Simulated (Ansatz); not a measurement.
One crystal and one scan (scan of one atom of the cell) at two levels, PBE (plane waves to 420 eV, PAW, scalar-relativistic; Ansatz, a first-principles code) and r2SCAN (plane waves to 500 eV, PAW, scalar-relativistic; Ansatz), each from its own relaxed cell and on its own mesh. The cell shown is that of PBE.

Starting cell, GaSb (zinc blende):

```
CELL_PARAMETERS angstrom
      0.00000     6.21351     6.21351
      3.10675     0.00000     3.10675
      3.10675     3.10675     0.00000
ATOMIC_POSITIONS crystal
  Sb 0.37500 0.75000 0.75000
  Sb 0.87500 0.75000 0.75000
  Ga 0.00000 0.00000 0.00000
  Ga 0.50000 0.00000 0.00000
```

Scan: atom 1 (Sb, nearest neighbour Ga at 2.691 Å; its periodic images, 4.4 Å or more away, move with it) is displaced along Cartesian z, direction (0.000, 0.000, 1.000) in Cartesian axes, by s. The other atoms stay.

E stands for the smeared free energy. GaSb was relaxed with its symmetry unable to fall. Spin-orbit coupling is left out, though Sb is heavy. As the smearing reaches across the gap at some points, energies and forces of such displacements shift with the k mesh and the smearing. With partly filled bands, energies and forces of such displacements shift with the k mesh and the smearing. Percentages come from the unrounded values.

Results of PBE:

```
Quantity                                                                                                                   Value
----------------------------------------------------------------  --------------------------------------------------------------
Lattice constant a (Å)                                                                                                     6.214
Band gap of the relaxed cell, no spin-orbit coupling (eV)                                                                   0.00
Force constant k = d²E/ds² at s = 0 (finite differences) (eV/Å²)                                                            7.72
Shape of the curve                                                a single well with its minimum at or next to zero displacement
```

### Question
Estimate the r2SCAN values.

### Answer
```csv
quantity,r2SCAN,PBE − r2SCAN
Lattice constant a (Å),6.132,+0.082 (+1.3 %)
"Band gap of the relaxed cell, no spin-orbit coupling (eV)",0.41,-0.41
Force constant k = d²E/ds² at s = 0 (finite differences) (eV/Å²),8.77,-1.05 (-12 %)
```

PBE gives the higher value for: lattice constant a. PBE gives the lower value for: band gap of the relaxed cell, no spin-orbit coupling; force constant k = d²E/ds² at s = 0. (PBE) At this level the bands of GaSb touch or barely overlap; measurements give the solid a gap. Both give the same shape of the curve: a single well with its minimum at or next to zero displacement. Neither level is exact: the differences show how much the result hangs on the functional.

(For displaced atoms, the force is minus the slope of the energy, and its curvature is a force constant, which sets phonon frequencies.)
